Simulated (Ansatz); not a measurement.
HgPd:
```yaml
crystal:
  lattice:
    - [3.04441, 0.00000, 0.00000]
    - [0.00000, 3.04441, 0.00000]
    - [0.00000, 0.00000, 3.77168]
  atoms:
    - { symbol: Hg, position: [0.00000, 0.00000, 0.00000] }
    - { symbol: Pd, position: [0.50000, 0.50000, 0.50000] }
```

Relaxed with r²SCAN. Special points in fractions of this cell's reciprocal vectors: Γ (0.000, 0.000, 0.000); X (0.000, 0.500, 0.000); M (0.500, 0.500, 0.000); Z (0.000, 0.000, 0.500); R (0.000, 0.500, 0.500); A (0.500, 0.500, 0.500).

**Question.** List the band energies nearest the Fermi level at these points for r²SCAN (plane waves, PAW; program Ansatz).

**Answer.** In eV from the Fermi level; about four levels below and three above (degenerate sets whole), none deeper than 8.9 eV; points with the same levels are listed once.

| k | below | above |
|---|---|---|
| Γ | -2.88 -1.64 -1.64 -1.49 | 2.66 8.32 8.55 8.55 |
| X | -3.56 -3.49 -2.51 -2.04 | 0.23 10.03 10.14 |
| M | -1.89 -1.84 -1.84 -0.91 | 0.19 0.19 3.10 |
| Z | -2.42 -2.42 -2.00 -1.64 | 13.00 13.00 14.68 |
| R | -1.63 -1.49 -1.29 -0.61 | 1.81 4.57 13.82 |
| A | -4.06 -4.06 -1.82 -0.90 | 1.56 5.49 5.49 |

Space group P4/mmm (L1₀ or tetragonal B2). The first step of the workflow began from a Materials Project structure, measured or hypothetical; the Crystallography Open Database files this formula in space group No. 123, but the cells were not matched. Whether it is the stable phase at ambient conditions was not checked. Symmetry was held in the r²SCAN relaxation; its stability against distortions is not shown here. The run is not spin-polarised. Scalar-relativistic: spin–orbit coupling is off unless named, which matters more the heavier the elements.

Potentials: the later of the program's two PAW sets.
